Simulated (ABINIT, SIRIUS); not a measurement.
This is a calculation of AlBN for ABINIT 10.8.3 (patched build). The cell comes from a database or a generator and needn't be the stable form of this composition.

Contents of run.abi:

```
pp_dirpath "./"
pseudos "Al.GGA_PBE-JTH.xml, B.GGA_PBE-JTH.xml, N.GGA_PBE-JTH.xml"

acell 2.64562 2.64562 5.40264 Angstrom
rprim
     1.0000000000     0.0000000000     0.0000000000
     0.0000000000     1.0000000000     0.0000000000
     0.0000000000     0.0000000000     1.0000000000
ntypat 3
znucl 13 5 7
natom 3
typat 1 2 3
xred
     0.5000000000     0.5000000000     0.0000000000
     0.5000000000     0.5000000000     0.5000000000
     0.0000000000     0.0000000000     0.0000000000

ecut 26.0
pawecutdg 48.0
pawxcdev 0

kptopt 1
ngkpt 10 10 5
nshiftk 1
shiftk 0.0 0.0 0.0

ixc 11

nband 10
occopt 3
tsmear 0.05 eV

nstep 100
tolvrs 1.0e-9

iomode 3
prtwf 0
prtden 0
prteig 0
prtebands 0
enunit 2
```

Potentials or basis: JTH PAW PBE v2.0.

Run with:

```console
$ abinit run.abi > log 2>&1
```

Task: Translate it to SIRIUS 7.10.0. Potentials or basis there: PseudoDojo 0.4.1 PBE standard (scalar relativistic), cutoff 1152 eV.

Result: As run (cutoffs and basis follow the program's own potentials, and thresholds, step limits or extra output files can differ):

File sirius.json:

```json
{
  "control": {
    "processing_unit": "cpu",
    "verbosity": 2,
    "num_bands_to_print": 12,
    "print_forces": true,
    "print_stress": true
  },
  "parameters": {
    "electronic_structure_method": "pseudopotential",
    "xc_functionals": ["XC_GGA_X_PBE", "XC_GGA_C_PBE"],
    "gk_cutoff": 9.2,
    "pw_cutoff": 18.4,
    "ngridk": [10, 10, 5],
    "shiftk": [0, 0, 0],
    "smearing": "fermi_dirac",
    "smearing_width": 0.0018374661,
    "num_bands": 12,
    "num_mag_dims": 0,
    "num_dft_iter": 100,
    "energy_tol": 1e-08,
    "density_tol": 1e-06
  },
  "iterative_solver": {
    "type": "davidson",
    "min_tolerance": 1e-09,
    "tolerance_scale": [0.1, 0.25]
  },
  "mixer": {
    "type": "anderson",
    "beta": 0.7,
    "max_history": 8
  },
  "settings": {
    "tol_ne": 1e-10,
    "pseudo_grid_cutoff": 6.5
  },
  "unit_cell": {
    "lattice_vectors": [
      [4.999497229832, 0.0, 0.0],
      [0.0, 4.999497229832, 0.0],
      [0.0, 0.0, 10.209509949948]
    ],
    "atom_coordinate_units": "lattice",
    "atom_types": ["Al", "B", "N"],
    "atom_files": {
      "N": "N.json",
      "Al": "Al.json",
      "B": "B.json"
    },
    "atoms": {
      "Al": [
        [0.5, 0.5, 0.0]
      ],
      "B": [
        [0.5, 0.5, 0.5]
      ],
      "N": [
        [0.0, 0.0, 0.0]
      ]
    }
  }
}
```

Potentials or basis: PseudoDojo 0.4.1 PBE standard (scalar relativistic).

Launch:

```bash
$ upf_to_json N.upf
$ upf_to_json Al.upf
$ upf_to_json B.upf
$ OMP_NUM_THREADS=1 sirius.scf --input=sirius.json --output=out.json --task=0
```

Both were run:

|  | ABINIT | SIRIUS |
| --- | --- | --- |
| Pressure | 0.4 GPa | 0.0 GPa |

Pressure is positive in compression.
